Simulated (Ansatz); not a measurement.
**NbRh: zone-centre modes under pressure**

NbRh, P4/mmm, a = 2.809 Å, c = 3.812 Å. The structure is a COD entry; whether it is the stable form wasn't checked. Ansatz: LDA, PAW, 420 eV, Γ-centred 14×14×12 mesh on 2 atoms, Fermi-Dirac smearing 0.15 eV; no spin polarisation. Cell and atoms are relaxed at each pressure with the symmetry kept; optical modes at Γ by linear response, in cm⁻¹, matched by rank (the highest 2 distinct ones).

| P (GPa) | V (Å³/atom) | ω1 | ω2 |
| --- | --- | --- | --- |
| 0 | 15.037 | 158.3 | 223.1 |
| 2 | 14.921 | 161.1 | 227.0 |
| 6 | 14.703 | ? | ? |

Problem. Get each mode's Grüneisen parameter γ = −d ln ω/d ln V from the other rows and predict the missing frequencies.

Solution. ln(V/V0) = 0.0000, -0.0077, -0.0225; a line through ln(ω/ω0) of the 2 known rows gives ω1: γ = 2.277, predicted 166.6, computed 167.1; ω2: γ = 2.251, predicted 234.7, computed 235.9. The worst miss is 0.5 %, or 9 % of the shift under pressure, so a constant γ serves at that level. In a metal these frequencies hang on the mesh and smearing.

The mesh isn't the same in all rows (14×14×12, 16×16×12).